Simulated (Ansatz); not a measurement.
BeTe (zinc blende), relaxed with HSE06 (Ansatz, a program for electronic structure, plane waves, PAW): a = 5.631 Å, b = 5.631 Å, c = 5.631 Å, α = 90.00°, β = 90.00°, γ = 90.00°.

| Item | Result |
|---|---|
| gap (eV) | 2.66 |
| B₀ by P(V) fit (GPa) | 60.8 |

Q: The same phase is relaxed and computed with PBE in the same code. What are the cell and these values now?

A: a = 5.664 Å, b = 5.664 Å, c = 5.664 Å, α = 90.00°, β = 90.00°, γ = 90.00°.

gap (eV): 2.03
B₀ by P(V) fit (GPa): 56.4

All cells were relaxed under the symmetry of their starts (and spin orders); stability against distortions was not tested throughout. Scalar-relativistic: spin–orbit coupling is off unless named, which matters more the heavier the elements.

Potentials: the later of the program's two PAW sets.

Ansatz is a plane-wave DFT program.
